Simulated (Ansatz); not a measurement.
Polymorphs of SiO$_{2}$, each relaxed with plane-wave PAW r²SCAN (Ansatz code):

A: Pbcn, a = 4.071 Å, b = 5.030 Å, c = 4.483 Å, α = 90.00°, β = 90.00°, γ = 90.00°

B: P3_221, a = 4.9201 Å, b = 4.9201 Å, c = 5.4160 Å, α = 90.00°, β = 90.00°, γ = 120.00°

C: Pn-3m, a = 3.774 Å, b = 3.774 Å, c = 3.774 Å, α = 90.00°, β = 90.00°, γ = 90.00°

D: P4_12_12, a = 4.983 Å, b = 4.983 Å, c = 6.921 Å, α = 90.00°, β = 90.00°, γ = 90.00°

Task: Order them by energy per atom at 0 K (lowest first) at the level r²SCAN.

Result: B (+0 meV/atom), D (+7 meV/atom), A (+201 meV/atom), C (+338 meV/atom)

Task: Give each one's gap.

Result: A 6.77 eV; B 6.60 eV; C 5.75 eV; D 6.35 eV.

Not the usual ambient phase: A; C. All cells were relaxed under the symmetry of their starts (and spin orders); stability against distortions was not tested throughout.

Energies hold the estimated change up to a 700 eV cutoff; steps of a few meV lie near the error of the meshes.

Potentials: the earlier of the program's two PAW sets.
